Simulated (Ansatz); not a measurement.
W2N in space group P4/mmm (No. 123; W on 1a, W on 1d, N on 1c) under volume change, the program Ansatz at the PBEsol level (PAW), shape and atoms relaxed at each volume.

```tsv
V (Å³/atom)	E − E(relaxed) (meV/atom)	P (GPa)
11.013	133.2	42.67
11.376	55.9	26.07
11.739	13.2	11.97
12.102	0.0	0.00
12.465	11.8	-10.16
12.828	44.9	-18.78
13.191	96.0	-26.09
```

**Question.** What does a third-order Birch–Murnaghan fit give for V₀, B₀ and B′?

**Answer.** V₀ = 12.10 Å³/atom, B₀ = 367 GPa, B′ = 4.4.

The cell is a constructed one: a structure type filled with these elements; neither database checked (COD, Materials Project) lists it. Whether it is the stable phase at ambient conditions was not checked. Symmetry was held in the PBEsol relaxation; whether a distortion lowers the energy is not shown. The run is not spin-polarised. Spin–orbit coupling is left out wherever it is not named.

Potentials: the earlier of the program's two PAW sets. The files were generated under PBE; for other functionals the program regenerates the frozen cores, and for LDA and PBEsol the local potential too.
